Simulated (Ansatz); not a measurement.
An element in the fcc structure gives these cold pressures by all-electron LAPW under PBEsol (Ansatz 0.2.0, scalar-relativistic, no spin polarisation).

```
V (Å³/atom)  P (GPa)
      15.05    -0.08
      13.25     51.2
      11.74    136.1
      10.24    298.8
       8.73    623.1
       7.53     1129
       6.47     1948
```

Problem. Which element is it?

Solution. Pt. Its zero-pressure volume in this structure is near 15.1 Å³/atom; the volume and the steepness of P(V) together point to it, though neighbours can come close. Neighbours weren't tried against these numbers.
